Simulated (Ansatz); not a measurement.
## Energy against volume for ZrO2 (fluorite)

ZrO$_{2}$ (fluorite), conventional cell a = b = c = 5.089 Å, α = β = γ = 90.00°. The calculation uses the primitive cell of 3 atoms, to which meshes and values per cell refer.

This relaxed cell (volume V₀) is scaled evenly in all directions, its shape held. Symmetry pins the atoms to their sites.

These are r2SCAN (plane waves to 500 eV, PAW, scalar-relativistic; Ansatz, an electronic-structure program) values and carry that method's errors. k mesh 12×12×12 (Γ-centred), Fermi-Dirac smearing 0.05 eV. The energy includes the smearing's −TS. Compression counts positive. This is a high-temperature form of ZrO2. ZrO2 is run without spin polarisation. ZrO2 was relaxed with its symmetry unable to fall. The zero of ΔE is the relaxed starting cell.

| V (Å³/atom) | ΔE (kJ/mol of atoms) | P (GPa) |
|---|---|---|
| 10.326 | 3.40 | 18.1 |
| 10.458 | 2.13 | 14.0 |
| 10.590 | 1.17 | 10.2 |
| 10.721 | 0.51 | 6.6 |
| 10.853 | 0.12 | 3.2 |
| 10.985 | 0.00 | 0.0 |
| 11.117 | 0.12 | -3.0 |
| 11.249 | 0.47 | -5.8 |
| 11.380 | 1.04 | -8.4 |
| 11.512 | 1.81 | -10.9 |
| 11.644 | 2.77 | -13.3 |

Summary:

```
Quantity                                                   Value
-------------------------------------------------  -------------
Pressure at the smallest volume                         18.1 GPa
Energy cost of the largest compression             35.3 meV/atom
Energy cost of the largest expansion               28.7 meV/atom
Bulk modulus B₀ (third-order Birch-Murnaghan fit)        257 GPa
Pressure derivative B₀′ (fit)                                4.2
Equilibrium volume of the fit                      10.99 Å³/atom
Pressure for 5 % compression (fit)                      14.7 GPa
```

(A scan under strain: stresses follow from slopes of the energy per volume, elastic moduli from its curvatures.)
